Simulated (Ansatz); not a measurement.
## Elastic constants of GaP: input and output

All numbers below come from Ansatz, DFT LDA, scalar-relativistic, plane waves, PAW.

Launched with:
```bash
ansatz run input.yaml --threads 1 --pin off --max-ram 3072MiB --backend cpu --events-out ev --progress --plain --runs-dir out
```

Input (bare energies are in eV):
```yaml
crystal:
  lattice:
    - [0.0, 2.6956500666, 2.6956500666]
    - [2.6956500666, 0.0, 2.6956500666]
    - [2.6956500666, 2.6956500666, 0.0]
  atoms:
    - { symbol: Ga, position: [0.0, 0.0, 0.0] }
    - { symbol: P, position: [0.25, 0.25, 0.25] }
basis:
  ecutwfc: 420
kpoints:
  mp_grid: { grid: [8, 8, 8] }
hamiltonian:
  xc: lda
scf:
  occupations: { method: fixed }
output:
  forces: true
  stress: true
  eigenvalues: true
  polarization: {}
elastic:
  mode: relaxed_ion
  stencil: two_point
```

From the output:
```
--- Elastic constants: 2 strain directions × 2 members + reference (group order 24) ---
  dense FFT box of the reference and of every strained cell: 27×27×27
  strains applied: 11, 23; error gains: componentwise 1.00 (the most a stress slope's error grows in a printed constant), spectral 1.73 (1 for all six strains in a standard setting)
  C = ∂σ_k/∂η_j (tension-positive GPa; Voigt order 11 22 33 23 13 12):
       142.507     63.961     63.961      0.000      0.000     -0.000
        63.961    142.507     63.961      0.000      0.000      0.000
        63.961     63.961    142.507      0.000      0.000     -0.000
        -0.000      0.000      0.000     71.044      0.000      0.000
        -0.000     -0.000     -0.000     -0.000     71.044      0.000
         0.000     -0.000     -0.000      0.000      0.000     71.044
  reference stress σ⁰ (GPa):      0.005      0.005      0.005     -0.000      0.000     -0.000
  C* (energy form; C + prestress term) asymmetry max|C*_kj − C*_jk| = 7.105e-15 GPa — a small one proves nothing (zero by symmetry where the batch's group is 432, −43m or m−3m); a large one is finite-difference/SCF noise where every solve ...
  moduli (Voigt/Reuss/Hill, GPa): K = 90.14/90.14/90.14   G = 58.34/53.68/56.01   E = 139.19   ν = 0.243
  mechanically stable: yes (min eigenvalue of sym C = 71.04 GPa)
  e, the proper piezoelectric tensor (elastic.mode: relaxed_ion; C/m²; rows x y z; Voigt order 11 22 33 23 13 12):
      -0.00000    0.00000    0.00000   -0.11063   -0.00000   -0.00000
      -0.00000   -0.00000    0.00000    0.00000   -0.11063    0.00000
       0.00000   -0.00000    0.00000   -0.00000    0.00000   -0.11063
  ±, each entry's uncertainty from the finite density of the strings (C/m²), an estimate: the size of the correction for it that the entry includes:
       0.00000    0.00000    0.00000    0.00587    0.00000    0.00000
       0.00000    0.00000    0.00000    0.00000    0.00587    0.00000
       0.00000    0.00000    0.00000    0.00000    0.00000    0.00587
  the group's symmetry takes up to 2.1e-8 C/m² out of the measured responses: error of the strings' finite density and of the mesh across them, as far as it breaks the symmetry (raise kpoints.mp_grid and any string_points); the largest step ...
  strain η (Voigt 11):  stress-route row diagonal C_11 = 142.51 GPa, energy-path curvature d²(F+E_count+ΔE)/dδ²/Ω₀ = 142.36 GPa
         δ    σ_11 (GPa) F (eV) n_scf n_hpsi n_pw
    -2.000e-3      -0.2807       -4433.7654831       9   18562    778   relax 0 steps, max|allowed force component| 8.33e-17 eV/Å
     2.000e-3       0.2894       -4433.7654747       9   18339    778   relax 0 steps, max|allowed force component| 8.33e-17 eV/Å
  strain η (Voigt 23):  stress-route row diagonal C_44 = 71.04 GPa, energy-path curvature d²(F+E_count+ΔE)/dδ²/Ω₀ = 71.09 GPa
         δ    σ_23 (GPa) F (eV) n_scf n_hpsi n_pw
    -2.000e-3      -0.1421       -4433.7655133       2   12504    778   relax 3 steps, max|allowed force component| 1.16e-8 eV/Å
     2.000e-3       0.1421       -4433.7655133       2   12438    778   relax 3 steps, max|allowed force component| 1.18e-8 eV/Å
--- Formal polarisation (Berry phase): one branch of a lattice of values; only differences between neighbouring runs are physical ---
  axis mesh electronic ionic p = total spread (rad) least overlap resolved gap  δp at fixed H ≤   (phases in cycles; p mod 1; gap in eV; gap and δp judge the states as solved, not the mesh's step, its ...
  b1    8×8×8          -0.00000000     1.25000000     1.25000000      0.261040         0.7941        1.8809           3.3e-6
  b2    8×8×8           0.00000000     1.25000000     1.25000000      0.261040         0.7941        1.8809           3.3e-6
  b3    8×8×8           0.00000000     1.25000000     1.25000000      0.261040         0.7941        1.8809           3.3e-6
  quantum along a1:   0.09731011 e/Å² =   155.907988 µC/cm²
  quantum along a2:   0.09731011 e/Å² =   155.907988 µC/cm²
  quantum along a3:   0.09731011 e/Å² =   155.907988 µC/cm²
  P = (  0.17202160,   0.17202160,   0.17202160) e/Å² = (  275.608990,   275.608990,   275.608990) µC/cm²  (mod the quanta)
```

Time: 71 s on 1 thread of Arm Neoverse V1, with other jobs on the host, peak memory 0.4 GiB.